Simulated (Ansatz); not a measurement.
Relaxed NiSi2 (fluorite type, space group Fm-3m):

```
CELL_PARAMETERS angstrom
      0.00000     2.69349     2.69349
      2.69349     0.00000     2.69349
      2.69349     2.69349     0.00000
ATOMIC_POSITIONS crystal
  Ni 0.00000 0.00000 0.00000
  Si 0.25000 0.25000 0.25000
  Si 0.75000 0.75000 0.75000
```

Two-dimensional scan of atom 2 (Si, nearest neighbour Ni at 2.333 Å; its periodic images, 3.8 Å or more away, move with it): u runs along (1.000, 0.000, 0.000), v along (0.000, 1.000, 0.000) (Cartesian). Cell and other atoms are fixed.

Computed with r2SCAN (plane waves to 500 eV, PAW, scalar-relativistic; Ansatz, a quantum-chemistry and plane-wave program). k mesh 12×12×12 (Γ-centred), Fermi-Dirac smearing 0.05 eV. The energy includes the smearing's −TS. With partly filled bands, energies and forces of such displacements shift with the k mesh and the smearing. On this mesh the relaxed cell isn't quite at rest: it carries a pressure of -0.3 GPa (compression positive) at the zero of the scan. NiSi2 is run without spin polarisation. NiSi2 was relaxed with its symmetry unable to fall. The last digit holds for this mesh only.

Changes of ΔE (eV/cell) from the point u = 0.000 Å, v = 0.000 Å when one coordinate moves alone (two changes are said to add if the coupling is within 5 % of the smaller one, nearly so within 20 %):

```csv
point,change
"u = 0.000 Å, v = -0.350 Å",0.5428
"u = 0.000 Å, v = -0.175 Å",0.1319
"u = -0.350 Å, v = 0.000 Å",0.5428
"u = -0.175 Å, v = 0.000 Å",0.1319
"u = 0.175 Å, v = 0.000 Å",0.1319
"u = 0.350 Å, v = 0.000 Å",0.5428
"u = 0.000 Å, v = 0.175 Å",0.1319
"u = 0.000 Å, v = 0.350 Å",0.5428
```

Task: Do the two effects add at u = -0.175 Å, v = -0.175 Å? Give the computed change.

Result: The sum of the single changes is 0.1319 + (0.1319) = 0.2638; the calculation gives 0.2679, so they add (within 5 % of the smaller single change).

Task: What is the change at u = -0.350 Å, v = -0.350 Å, where both move, and how far is it from the sum?

Result: The sum of the single changes is 0.5428 + (0.5428) = 1.0856; the calculation gives 1.1543, so the coupling contributes 0.0687 (under 20 % of the smaller single change, nearly additive).

Task: Do the two effects add at u = -0.350 Å, v = 0.175 Å? Give the computed change.

Result: The sum of the single changes is 0.5428 + (0.1319) = 0.6747; the calculation gives 0.6924, so the coupling contributes 0.0177 (under 20 % of the smaller single change, nearly additive).

(A displaced cell: forces are minus the slopes of the energy, force constants its curvatures, and phonons follow from these.)
